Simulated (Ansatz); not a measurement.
VMo:
```
VMo
1.0
    1.53574    -2.21942     0.00000
    1.53574     2.21942     0.00000
    0.00000     0.00000     4.22412
V Mo
1 1
Direct
  0.50000   0.50000   0.50000
  0.00000   0.00000   0.00000
```

Relaxed with r²SCAN. Special points in fractions of this cell's reciprocal vectors: Γ (0.000, 0.000, 0.000); Y (-0.500, 0.500, 0.000); C0 (-0.370, 0.630, 0.000); Σ0 (0.370, 0.370, 0.000); Z (0.000, 0.000, 0.500); A0 (0.370, 0.370, 0.500); E0 (-0.370, 0.630, 0.500); T (-0.500, 0.500, 0.500); S (0.000, 0.500, 0.000); R (0.000, 0.500, 0.500).

List the band energies nearest the Fermi level at these points for plane-wave PAW r²SCAN (Ansatz code).

In eV from the Fermi level; about four levels below and three above (degenerate sets whole), none deeper than 8.9 eV; points with the same levels are listed once.

```
k                     below           above
--  -----------------------  --------------
Γ   -4.48 -2.38 -0.57 -0.23  0.29 2.27 2.32
Y   -5.03 -4.29 -3.66 -2.32  1.34 2.67 3.25
C0  -3.46 -2.92 -2.38 -0.47  2.05 2.32 2.85
Z   -4.51 -1.93 -0.87 -0.37  0.06 1.60 1.76
A0  -2.32 -1.65 -1.45 -1.21  2.68 2.71 3.06
T   -3.36 -2.10 -1.49 -0.13  0.54 1.22 1.34
S   -2.22 -1.74 -0.96 -0.37  1.87 2.20 2.73
R   -4.66 -4.39 -2.40 -1.64  1.40 2.27 2.38
```

Space group Cmmm. The workflow started from a Materials Project entry (that database holds measured and hypothetical structures alike); the Crystallography Open Database copy checked does not list it. With V and Mo taken as one species the cell has the higher symmetry Im-3m, so it may be an ordered model of a mixed-site phase. Whether it is the stable phase at ambient conditions was not checked. The cell was relaxed with r²SCAN under the symmetry of its start; its stability against distortions is not shown here. The run is not spin-polarised. Spin–orbit coupling is left out wherever it is not named.

Potentials: the later of the program's two PAW sets.
